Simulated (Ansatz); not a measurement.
Total density of states per atom from DFT-r²SCAN in the program Ansatz with PAW potentials, in 0.25 eV bins, energy from the Fermi level:

(E (eV), states/eV/atom): (-7.85, 0.00); (-7.60, 0.01); (-7.35, 0.12); (-7.10, 0.28); (-6.85, 0.32); (-6.60, 0.34); (-6.35, 0.35); (-6.10, 0.28); (-5.85, 0.27); (-5.60, 0.30); (-5.35, 0.35); (-5.10, 0.53); (-4.85, 0.70); (-4.60, 0.74); (-4.35, 0.87); (-4.10, 0.76); (-3.85, 1.08); (-3.60, 0.81); (-3.35, 1.19); (-3.10, 0.90); (-2.85, 0.93); (-2.60, 1.06); (-2.35, 1.25); (-2.10, 1.27); (-1.85, 1.41); (-1.60, 1.79); (-1.35, 1.75); (-1.10, 1.99); (-0.85, 1.75); (-0.60, 1.57); (-0.35, 1.10); (-0.10, 0.64); (0.15, 0.45); (0.40, 0.49); (0.65, 0.41); (0.90, 0.56); (1.15, 0.66); (1.40, 0.43); (1.65, 0.38); (1.90, 0.45); (2.15, 0.35); (2.40, 0.32); (2.65, 0.27); (2.90, 0.31); (3.15, 0.32); (3.40, 0.25); (3.65, 0.33); (3.90, 0.38); (4.15, 0.33); (4.40, 0.32); (4.65, 0.31)

Pick the material that matches.
A. TaSi, rock salt
B. Co2Si, Pnma (Co on 4c, Co on 4c, Si on 4c)
C. GePt, Pnma (Pt on 4c, Ge on 4c)
D. YSi2Au2, I4/mmm (Y on 2a, Si on 4e, Au on 4d)

B, Co2Si, Pnma (Co on 4c, Co on 4c, Si on 4c). Within 0.5 eV of the Fermi level: Co 3d 85 %, Si 3p 8 %. Projections are on Löwdin-orthogonalised atomic valence shells; empty p or d shells of many metals are not among them.

Symmetry was held in the r²SCAN relaxation. The final state is ferromagnetic, chosen from 3 collinear starts compared on coarse meshes (ties went to the first, and starts can fall back to one state), not a proven ground state. Other orbital occupations within this spin state were not tried.

Potentials: the later of the program's two PAW sets.
